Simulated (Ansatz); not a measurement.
A geometry of Rh away from equilibrium: the start of the relaxation of a relaxed Rh cell displaced along its unstable phonon at q = (½, 0, ½) of its primitive reciprocal cell (49i cm⁻¹), largest move 0.15 Å. Computed with r2SCAN (plane waves to 500 eV, PAW, scalar-relativistic; Ansatz, a quantum-chemistry and plane-wave program). Γ-centred k-mesh 12×12×12 on the run's cell (coarser than for final values), Fermi–Dirac smearing 0.05 eV.

```xyz
6
Lattice="8.6074 0.0000 0.0000 -2.1518 3.7271 0.0000 4.3037 0.0000 2.6352" Properties=species:S:1:pos:R:3 pbc="T T T"
Rh     0.0000     0.0000     0.0000
Rh     4.3037     0.0000     0.0000
Rh     8.6824     2.3548     1.3176
Rh     4.2287     2.6146     1.3176
Rh     2.2268     1.1125     1.3176
Rh     6.3805     1.3723     1.3176
```

Predict the force on each atom, in eV/Å.


```tsv
atom	Fx	Fy	Fz
Rh1	0.00	0.00	0.00
Rh2	0.00	0.00	0.00
Rh3	0.03	0.11	0.00
Rh4	0.11	-0.03	0.00
Rh5	-0.11	0.03	0.00
Rh6	-0.03	-0.11	0.00
```

What is the pressure?

+0.6 GPa, compression positive.

No spin polarisation in the result.

The run could not lose the symmetry of its start, so the end can be a saddle point.

The end of the path is a generated cell of Rh: the first start was made by placing the elements on the sites of a structure type, and the end was not matched to a known phase here, so it may be hypothetical. Known forms of Rh include space group No. 225.
